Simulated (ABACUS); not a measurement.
Consider a self-consistent single point of Ta₂O₅ (P1, 7 atoms in the cell; from Materials Project mp-1218141, changed as shown).

```
CELL_PARAMETERS angstrom
      3.40078     0.00000     0.00000
     -0.00806     3.86025     0.00000
     -0.69986    -0.10828     8.18171
ATOMIC_POSITIONS crystal
  Ta 0.90726 0.00856 0.98015
  Ta 0.51129 0.99623 0.53826
  O  0.99212 0.50661 0.95813
  O  0.49368 0.49348 0.54791
  O  0.47247 0.00858 0.10143
  O  0.98289 0.98619 0.43012
  O  0.57928 0.00020 0.76910
```

Method: LDA (PW92), PseudoDojo 0.4 standard norm-conserving LDA (tails mended) pseudopotentials (plane waves; ABACUS 3.10.1).

ABACUS settings:

- KPT = Gamma 3 3 2 0 0 0
- basis_type = pw
- dft_functional = PWLDA
- ecutwfc = 84 Ry
- smearing_method = fixed
- potentials = PseudoDojo 0.4 standard norm-conserving LDA (tails mended)
- symmetry = 1
- symmetry_prec = 1e-05
- ks_solver = cg
- scf_nmax = 100
- scf_thr = 1.0e-09 Ry
- mixing_type = broyden

Results:

```
Property                                                 Result
------------------------------------------------  -------------
Number of valence electrons                                  56
Number of bands                                              38
Number of k-points after the program's reduction             10
Number of plane waves (most at a k-point)                  9442
Number of SCF iterations                                     17
FFT grid                                           40 × 45 × 96
Free energy E − TS                                -5800.4974 eV
Pressure                                             -11.28 GPa
Largest force (vector length)                        1.399 eV/Å
```

Forces (eV/Å):
| atom | Fx | Fy | Fz |
|---|---|---|---|
| Ta1 | -0.615 | -0.035 | -0.464 |
| Ta2 | 0.193 | -0.010 | -0.344 |
| O3 | -0.285 | -0.037 | 0.153 |
| O4 | -0.123 | -0.043 | -0.073 |
| O5 | 0.146 | 0.058 | -1.072 |
| O6 | -0.034 | 0.070 | 0.599 |
| O7 | 0.719 | -0.002 | 1.200 |

Stress (GPa, positive for compression):
```
-12.27    0.06   -1.11
  0.06  -13.23   -0.07
 -1.11   -0.07   -8.36
```

For comparison: a first run was changed to give this one (atom 7 moved by -0.04 angstrom along z), and from it to this one the free energy rises by 2.6 meV/atom, the pressure goes from -11.58 to -11.28 GPa and the largest force goes from 0.946 to 1.399 eV/Å.

Spin-orbit coupling is left out, which matters for bands and gaps with elements this heavy. Forces above 1 eV/Å remain at this geometry. The structure comes from a collection of computed structures, made at another level of theory; the collection holds predicted forms beside known ones.

Cost on one core: about 4 core-minutes (a rough figure).

“Tails mended”: in these copies of the files the far tail of each local potential was reset to the Coulomb form.
